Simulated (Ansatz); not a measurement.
La$_{2}$O$_{3}$ (La2O3 or Ni2Al3 type, space group No. 164) at seven volumes, the program Ansatz at the PBEsol level (PAW), shape and atoms relaxed at each. One row is withheld.

| V (Å³/atom) | P (GPa) |
|---|---|
| 14.528 | 12.97 |
| 15.007 | 8.04 |
| 15.486 | 3.77 |
| 15.965 | 0.00 |
| 16.444 | -3.30 |
| 16.923 | ? |
| 17.402 | -8.60 |

**Question.** Fit the shown pressures and predict the withheld one.

**Answer.** Third-order Birch–Murnaghan: P = (3/2)B₀(x^(7/2) − x^(5/2))[1 + (3/4)(B′ − 4)(x − 1)] with x = (V₀/V)^(2/3). Least squares on the six rows gives V₀ = 15.965 Å³/atom, B₀ = 116.5 GPa, B′ = 3.55. At V = 16.923, x = 0.9619 and P = -6.12 GPa. The run itself gave -6.13 GPa.

Space group P-3m1 (La2O3 or Ni2Al3 type). The PBEsol relaxation kept the symmetry of its start. Spin–orbit coupling is left out wherever it is not named.

Potentials: the earlier of the program's two PAW sets. The files were generated under PBE; for other functionals the program regenerates the frozen cores, and for LDA and PBEsol the local potential too.
